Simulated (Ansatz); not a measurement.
An Ansatz input and the part of its output that reports the observables at the nuclei.

The cell is a Materials Project structure (computed, not necessarily an observed phase), atoms as given.

```yaml
crystal:
  lattice:
    - [1.765105025, -6.759281535, 0.0]
    - [1.765105025, 6.759281535, 0.0]
    - [0.0, 0.0, 3.56517397]
  atoms:
    - { symbol: Ti, position: [0.89688192, 0.10311808, 0.75] }
    - { symbol: Ti, position: [0.10311808, 0.89688192, 0.25] }
    - { symbol: Si, position: [0.55825145, 0.44174855, 0.75] }
    - { symbol: Si, position: [0.44174855, 0.55825145, 0.25] }
    - { symbol: Si, position: [0.24968518, 0.75031482, 0.75] }
    - { symbol: Si, position: [0.75031482, 0.24968518, 0.25] }
kpoints:
  mp_grid: { grid: [10, 10, 9] }
scf:
  occupations: { method: fermi_dirac, width: 0.05 }
hamiltonian:
  xc: pbe
  pseudopotentials: { kind: paw }
output:
  forces: true
  stress: true
  populations: true
  efg: { quadrupole_moments_barn: { Ti: 0.247 }, contact_densities: true }
```

```sh
ansatz run input.yaml --threads 1 --pin off --max-ram 3072MiB --backend cpu --events-out ev --progress --plain --runs-dir out
```

Of the output, the block on the nuclei alone is shown; the set-up, the SCF iterations, energies, forces and stress are cut.

```
--- PAW observables at the nuclei: V_zz in 10²¹ V/m², potentials from the cell's mean, atoms counted from 1 ---
  atom   1  Ti V_zz =    -0.844095   η = 0.1851   by run symmetry: allowed   C_q = -5.0413 MHz
            electrostatic potential = -2531.462962 V   contact ρ = 56780.883491 e/Å³
  atom   2  Ti V_zz =    -0.844095   η = 0.1851   by run symmetry: allowed   C_q = -5.0413 MHz
            electrostatic potential = -2531.462962 V   contact ρ = 56780.883491 e/Å³
  atom   3  Si V_zz =    +4.033027   η = 0.2470   by run symmetry: allowed
            electrostatic potential = -1364.743480 V   contact ρ = 12812.017365 e/Å³
  atom   4  Si V_zz =    +4.033027   η = 0.2470   by run symmetry: allowed
            electrostatic potential = -1364.743480 V   contact ρ = 12812.017365 e/Å³
  atom   5  Si V_zz =    -2.082667   η = 0.0433   by run symmetry: allowed
            electrostatic potential = -1364.428789 V   contact ρ = 12811.101581 e/Å³
  atom   6  Si V_zz =    -2.082667   η = 0.0433   by run symmetry: allowed
            electrostatic potential = -1364.428789 V   contact ρ = 12811.101581 e/Å³
```

The run took 25 s of wall time (25 s of CPU time) and 0.55 GiB at its peak, on 1 thread of Arm Neoverse V2 (aarch64; 28 cores open to the job, memory cap 3.0 GiB, no GPU), a shared host with a load of 0.5 a core.

The run finds no gap above 0.1 eV (a metal, or nearly one), so the gradients can move by 10 % or more with the k-mesh.
